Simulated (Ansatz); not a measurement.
A geometry of Al$_{2}$O$_{3}$ away from equilibrium: the start of the relaxation of a generated cell, Al2O3 built in the stibnite structure type. Calculation: r2SCAN (plane waves to 500 eV, PAW, scalar-relativistic; Ansatz, an electronic-structure program). Γ-centred k-mesh 3×7×3 on the run's cell (coarser than for final values), Fermi–Dirac smearing 0.05 eV.

```xyz
20
Lattice="8.2226 0.0000 0.0000 0.0000 2.7911 0.0000 0.0000 0.0000 8.1811" Properties=species:S:1:pos:R:3:forces:R:3 pbc="T T T" free_energy=-11167.454 pressure_GPa=-12.6
Al     7.9811     0.6978     1.4233   -0.5714    0.0000   -0.5092
Al     3.8698     0.6978     2.6672   -0.5714    0.0000    0.5092
Al     0.2415     2.0933     6.7577    0.5714    0.0000    0.5092
Al     4.3528     2.0933     5.5139    0.5714    0.0000   -0.5092
Al     5.3397     0.6978     7.8863    2.0177    0.0000   -0.0933
Al     1.2284     0.6978     4.3853    2.0177    0.0000    0.0933
Al     2.8829     2.0933     0.2948   -2.0177    0.0000    0.0933
Al     6.9942     2.0933     3.7958   -2.0177    0.0000   -0.0933
O      2.4026     0.6978     1.5692    0.6092    0.0000   -3.1082
O      6.5139     0.6978     2.5213    0.6092    0.0000    3.1082
O      5.8200     2.0933     6.6118   -0.6092    0.0000    3.1082
O      1.7087     2.0933     5.6597   -0.6092    0.0000   -3.1082
O      3.7035     0.6978     7.1748   -1.4508    0.0000   -0.3775
O      7.8148     0.6978     5.0968   -1.4508    0.0000    0.3775
O      4.5191     2.0933     1.0063    1.4508    0.0000    0.3775
O      0.4078     2.0933     3.0843    1.4508    0.0000   -0.3775
O      5.1358     0.6978     4.5904   -1.9316    0.0000   -0.7799
O      1.0245     0.6978     7.6812   -1.9316    0.0000    0.7799
O      3.0868     2.0933     3.5907    1.9316    0.0000    0.7799
O      7.1981     2.0933     0.4999    1.9316    0.0000   -0.7799
```

Positions in Å, forces in eV/Å, free energy of the cell in eV (comparable only within this code, potentials and settings). Largest force: 3.17 eV/Å, on O9, O10, O11, O12 (atoms numbered as listed); the geometry lies 0.39 eV/atom above the end of its relaxation.

No spin polarisation in the result.

The run could not lose the symmetry of its start: the end is stationary, and may be a saddle point rather than a minimum.

The end of the path is a generated cell of Al2O3: the first start was made by placing the elements on the sites of a structure type, and the end was not matched to a known phase here, so it may be hypothetical. Known forms of Al2O3 include space group No. 167.
